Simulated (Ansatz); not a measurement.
SrMg₂Sb₂:
```
SrMg2Sb2
1.0
    4.69610     0.00000     0.00000
   -2.34805     4.06694     0.00000
    0.00000     0.00000     7.74824
Sr Mg Sb
1 2 2
Direct
  0.00000   0.00000   0.00000
  0.66667   0.33333   0.37161
  0.33333   0.66667   0.62839
  0.33333   0.66667   0.25394
  0.66667   0.33333   0.74606
```

PBEsol in the plane-wave PAW code Ansatz gives a gap of 0.88 eV without spin–orbit coupling, maximum at Γ, minimum at M.

Q: What happens when spin–orbit coupling is switched on?

A: The gap falls by 0.20 eV, to 0.68 eV; maximum at Γ, minimum at M.

Q: Give the electron effective mass with spin–orbit coupling.

A: 0.12, 0.80, 1.3 mₑ (principal values).

Q: Give the hole effective mass with spin–orbit coupling.

A: 0.11, 0.32, 0.32 mₑ (principal values).

Space group P-3m1. The first step of the workflow began from a Materials Project structure, measured or hypothetical; the Crystallography Open Database files this formula in space group No. 164, but the cells were not matched. Its standing as an ambient phase is unchecked. The cell was relaxed with PBEsol under the symmetry of its start; whether a distortion lowers the energy is not shown.

Potentials: the later of the program's two PAW sets.
